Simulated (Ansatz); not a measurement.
# Deforming Bi

```yaml
crystal:
  lattice:
    - [2.27300, 1.31232, 3.95400]
    - [-2.27300, 1.31232, 3.95400]
    - [0.00000, -2.62463, 3.95400]
  atoms:
    - { symbol: Bi, position: [0.23389, 0.23389, 0.23389] }
    - { symbol: Bi, position: [0.76611, 0.76611, 0.76611] }
```

Atom numbers follow the list: Bi1, Bi2.

The structure is an experimental refinement, used without relaxation.

No spin–orbit coupling, which matters for the heavy atoms here.

Method: Ansatz 0.2.0, DFT, PBEsol, all-electron LAPW, scalar-relativistic.

Numerical set-up: a Γ-centred 10×10×10 k mesh, Fermi–Dirac smearing of 0.03 eV, basis error target 0.5 meV/atom, no spin polarisation.

The unchanged cell is at -0.63 GPa.

In a metal, stresses and small energies carry noise from the k mesh.

x, y and z are the Cartesian axes of the cell as listed; fractional coordinates follow a strain, and an engineering shear is twice the off-diagonal strain component.

With equal xy, yz and zx engineering shear strains of -2 %: energy change +3 meV/atom; stress change (xx, yy, zz, yz, xz, xy) -0.44, 0.49, 0.05, 0.90, 0.43, 0.16 GPa, compression positive; change of the force on Bi1 (0.053, 0.120, 0.001) eV/Å.

Task: With this change (equal xy, yz and zx engineering shear strains of -1 %), what becomes of the energy and stress and forces?

Result: Energy change under 1 meV/atom; stress change (xx, yy, zz, yz, xz, xy) -0.22, 0.23, 0.01, 0.45, 0.22, 0.08 GPa, compression positive; change of the force on Bi1 (0.026, 0.059, 0.000) eV/Å.

Task: With this change (equal xy, yz and zx engineering shear strains of +1 %), what becomes of the energy and stress and forces?

Result: Energy change under 1 meV/atom; stress change (xx, yy, zz, yz, xz, xy) 0.23, -0.21, 0.01, -0.44, -0.22, -0.08 GPa, compression positive; change of the force on Bi1 (-0.027, -0.058, 0.000) eV/Å.

Task: With this change (equal xy, yz and zx engineering shear strains of +2 %), what becomes of the energy and stress and forces?

Result: Energy change +3 meV/atom; stress change (xx, yy, zz, yz, xz, xy) 0.47, -0.41, 0.04, -0.87, -0.45, -0.16 GPa, compression positive; change of the force on Bi1 (-0.055, -0.115, 0.001) eV/Å.
